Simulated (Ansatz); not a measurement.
Relax this structure to zero stress and force, keeping its symmetry:

Space group P6_3mc (No. 186). a = 6.890 Å, b = 6.890 Å, c = 5.585 Å, α = 90.00°, β = 90.00°, γ = 120.00°
```tsv
atom	site	symmetry	x	y	z
In	6c	.m.	0.1694	0.8306	0.4983
Ga	2b	3m.	0.6667	0.3333	0.4994
N	6c	.m.	0.1769	0.8231	0.8861
N	2b	3m.	0.6667	0.3333	0.8473
```

All numbers below come from DFT PBEsol, scalar-relativistic, plane waves, PAW in Ansatz 0.2.0.

Settings: cutoff 420 eV, Γ-centred mesh 6×6×6 on the computed 16-atom cell, Gaussian smearing of 0.01 eV; no spin polarisation.

Question: What does it relax to?

Answer: The volume is unchanged to within 0.01 Å³/atom to 14.35 Å³/atom, and the energy changes by under 0.1 meV/atom. Final structure:
```cif
data_structure
_symmetry_space_group_name_H-M 'P6_3mc'
_symmetry_Int_Tables_number 186
_cell_length_a 6.8899
_cell_length_b 6.8899
_cell_length_c 5.5847
_cell_angle_alpha 90.000
_cell_angle_beta 90.000
_cell_angle_gamma 120.000
_cell_volume 229.59
loop_
_atom_site_label
_atom_site_type_symbol
_atom_site_symmetry_multiplicity
_atom_site_Wyckoff_symbol
_atom_site_fract_x
_atom_site_fract_y
_atom_site_fract_z
_atom_site_occupancy
In1 In 6 c 0.16944 0.83056 0.49831 1
Ga1 Ga 2 b 0.66667 0.33333 0.49942 1
N1 N 6 c 0.17686 0.82314 0.88611 1
N2 N 2 b 0.66667 0.33333 0.84732 1
```

Cost: 1 run of about 0.81 core-minutes, on AMD EPYC 9R45 (Zen 5) (shared hosts).